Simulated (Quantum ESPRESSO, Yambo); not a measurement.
**Quasiparticle gap of Mg$_{3}$ZnO$_{4}$**

```
CELL_PARAMETERS angstrom
      4.28008     0.00000     0.00000
      0.00000     4.28008     0.00000
      0.00000     0.00000     4.28008
ATOMIC_POSITIONS crystal
  O  0.50000 0.00000 0.00000
  O  0.00000 0.50000 0.00000
  O  0.00000 0.00000 0.50000
  O  0.50000 0.50000 0.50000
  Mg 0.00000 0.50000 0.50000
  Mg 0.50000 0.00000 0.50000
  Mg 0.50000 0.50000 0.00000
  Zn 0.00000 0.00000 0.00000
```

The geometry is that of Materials Project entry mp-1024045, symmetrised and not relaxed again.

Starting point: norm-conserving PBEsol (Quantum ESPRESSO, 84 Ry, without SOC). G0W0 in Yambo: 4×4×4 Γ-centred k mesh, bands 8 to 167 and a 8 Ry block in the screening, 167 bands in G with the Bruneval-Gonze terminator, plasmon pole fitted at 27.2 eV.

```json
{
  "PBEsol gap along the band path": "2.10 eV",
  "PBEsol gap between the mesh's edge points (R → Γ)": "2.10 eV",
  "G0W0 gap between the same points": "4.01 eV",
  "PBEsol smallest direct gap on the mesh (at Γ)": "3.09 eV",
  "G0W0 direct gap at that point": "5.00 eV"
}
```

```json
[
 {"k point": "Γ", "band": "VB", "E PBEsol (eV)": "-1.00", "E QP (eV)": "-2.05", "shift (eV)": "-1.06", "Z": "0.79"},
 {"k point": "Γ", "band": "CB", "E PBEsol (eV)": "2.10", "E QP (eV)": "2.94", "shift (eV)": "0.85", "Z": "0.84"},
 {"k point": "X", "band": "VB", "E PBEsol (eV)": "-1.50", "E QP (eV)": "-2.73", "shift (eV)": "-1.24", "Z": "0.79"},
 {"k point": "X", "band": "CB", "E PBEsol (eV)": "5.36", "E QP (eV)": "6.57", "shift (eV)": "1.21", "Z": "0.82"},
 {"k point": "M", "band": "VB", "E PBEsol (eV)": "0.00", "E QP (eV)": "-1.07", "shift (eV)": "-1.07", "Z": "0.80"},
 {"k point": "M", "band": "CB", "E PBEsol (eV)": "7.10", "E QP (eV)": "8.53", "shift (eV)": "1.43", "Z": "0.80"},
 {"k point": "R", "band": "VB", "E PBEsol (eV)": "0.00", "E QP (eV)": "-1.07", "shift (eV)": "-1.07", "Z": "0.80"},
 {"k point": "R", "band": "CB", "E PBEsol (eV)": "6.08", "E QP (eV)": "7.10", "shift (eV)": "1.02", "Z": "0.85"}
]
```

Energies count from the PBEsol valence-band maximum.

Nearest settings tried, and what they do to the gap: 114 bands in G: +18 meV; 114 bands in W, 114 bands in G: +96 meV; 7 Ry block (179 vectors against 251): -37 meV; 2×2×2 mesh: -91 meV. So the settings aren't converged at that level. Oxides, nitrides and fluorides with a shallow 3d shell are known to need far more bands and larger blocks.

The structure is a Materials Project entry; no match was found in the copy of COD used, and its stability was not checked.
